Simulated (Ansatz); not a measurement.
Mg₂Rh:
```yaml
crystal:
  lattice:
    - [-1.59236, 1.59236, 4.99176]
    - [1.59236, -1.59236, 4.99176]
    - [1.59236, 1.59236, -4.99176]
  atoms:
    - { symbol: Mg, position: [0.64368, 0.64368, 0.00000] }
    - { symbol: Mg, position: [0.35632, 0.35632, 0.00000] }
    - { symbol: Rh, position: [0.00000, 0.00000, 0.00000] }
```

Relaxed with r²SCAN. Special points in fractions of this cell's reciprocal vectors: Γ (0.000, 0.000, 0.000); X (0.000, 0.000, 0.500); P (0.250, 0.250, 0.250); N (0.000, 0.500, 0.000); M (0.500, 0.500, -0.500); S (0.275, 0.725, -0.275); S0 (-0.275, 0.275, 0.275); R (-0.051, 0.051, 0.500); G (0.500, 0.500, -0.051).

Question: List the band energies nearest the Fermi level at these points for DFT-r²SCAN in the program Ansatz with PAW potentials.

Answer: In eV from the Fermi level; about four levels below and three above (degenerate sets whole), none deeper than 8.9 eV; points with the same levels are listed once.

```csv
k,below,above
Γ,-1.27 -1.27 -0.76 -0.64,1.54 7.60 9.06 9.06
X,-2.96 -2.58 -1.62 -0.13,0.27 1.48 2.41
P,-4.03 -2.80 -2.80 -1.63,0.27 0.52 0.52
N,-2.15 -1.76 -1.11 -0.39,0.75 3.08 5.88
M,-2.16 -1.22 -1.22 -0.76,6.39 7.61 7.61
S,-1.82 -1.74 -1.31 -1.11,0.75 4.12 5.87
R,-3.02 -2.55 -1.63 -0.46,0.59 0.93 1.48
```

Space group I4/mmm (MoSi2 or CaC2 type). The workflow started from a Materials Project entry (that database holds measured and hypothetical structures alike); the Crystallography Open Database copy checked does not list it. Its standing as an ambient phase is unchecked. Symmetry was held in the r²SCAN relaxation; its stability against distortions is not shown here. The run is not spin-polarised. Spin–orbit coupling is left out wherever it is not named.

Potentials: the later of the program's two PAW sets.
